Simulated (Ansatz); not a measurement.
Relaxed-ion elastic tensor of MnF₂ (rutile, P4_2/mnm) in GPa (Voigt order), the program Ansatz at the r²SCAN level (PAW); density 3.96 g/cm³, 13.01 Å³ per atom.

```tsv
	1	2	3	4	5	6
1	172	27.6	80.0	0.0	0.0	0.0
2	27.6	172	80.0	0.0	0.0	0.0
3	80.0	80.0	169	0.0	0.0	0.0
4	0.0	0.0	0.0	28.3	0.0	0.0
5	0.0	0.0	0.0	0.0	28.3	0.0
6	0.0	0.0	0.0	0.0	0.0	9.4
```

Task: Is the crystal mechanically stable?

Result: Yes: the smallest eigenvalue of C is 9.4 GPa.

Task: Work out the Voigt, Reuss and Hill averages.

Result: K_V = 98.8, K_R = 96.2, K_H = 97.5; G_V = 34.9, G_R = 22.9, G_H = 28.9 GPa.

Task: Give Young's modulus, Poisson's ratio, Pugh's ratio and the universal anisotropy index.

Result: E = 9KG/(3K + G) = 78.9 GPa; ν = 0.37; K/G = 3.37 (ductile by the Pugh limit of 1.75); A_U = 5G_V/G_R + K_V/K_R − 6 = 2.66.

Task: Estimate the sound speeds and the Debye temperature.

Result: v_l = √((K + 4G/3)/ρ) = 5860 m/s, v_t = √(G/ρ) = 2700 m/s, mean 3050 m/s; Θ = (h/k)(3n/4πV)^(1/3) v_m = 386 K.

The r²SCAN relaxation kept the symmetry of its start, as lowered by the spin order. Magnetic state: antiferromagnetic, chosen from 5 collinear starts compared on coarse meshes (ties went to the first, and starts can fall back to one state), not a proven ground state. Other orbital occupations within this spin state were not tried. No Hubbard U is applied.

Potentials: the later of the program's two PAW sets.
